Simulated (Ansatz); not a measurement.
Bi$_{4}$Se$_{3}$:
Space group R-3m, hexagonal axes (No. 166); a = b = 4.272 Å, c = 41.108 Å, α = β = 90.00°, γ = 120.00°

```csv
atom,site,symmetry,x,y,z
Bi,6c,3m,0.0000,0.0000,0.1459
Bi,6c,3m,0.0000,0.0000,0.2881
Se,6c,3m,0.0000,0.0000,0.4150
Se,3a,-3m,0.0000,0.0000,0.0000
```
(The calculation used a cell of 7 atoms; values per cell refer to that cell.)

Relaxed at zero pressure with the program Ansatz at the r²SCAN+D4 level (PAW).

Problem. The volume is lowered by 3 % and shape and atoms relax at that volume. What pressure results, and how do the axes share the change?

Solution. 1.1 GPa; a -0.5 %, b -0.5 %, c -2.0 %; the energy rises by 3 meV/atom.

Problem. Give the new structure.

Solution. 
Space group R-3m, hexagonal axes (No. 166); a = b = 4.2513 Å, c = 40.2694 Å, α = β = 90.00°, γ = 120.00°

```
atom  site  symmetry       x       y       z
----  ----  --------  ------  ------  ------
Bi      6c        3m  0.0000  0.0000  0.1453
Bi      6c        3m  0.0000  0.0000  0.2876
Se      6c        3m  0.0000  0.0000  0.4164
Se      3a       -3m  0.0000  0.0000  0.0000
```

The phase is kept; no other phase was compared at this pressure.

The workflow started from an entry of the Crystallography Open Database (COD). Whether it is the stable phase at ambient conditions was not checked. The cell was relaxed with r²SCAN+D4 under the symmetry of its start; its stability against distortions is not shown here. Scalar-relativistic: spin–orbit coupling is off unless named, which matters more the heavier the elements.

Potentials: the later of the program's two PAW sets.
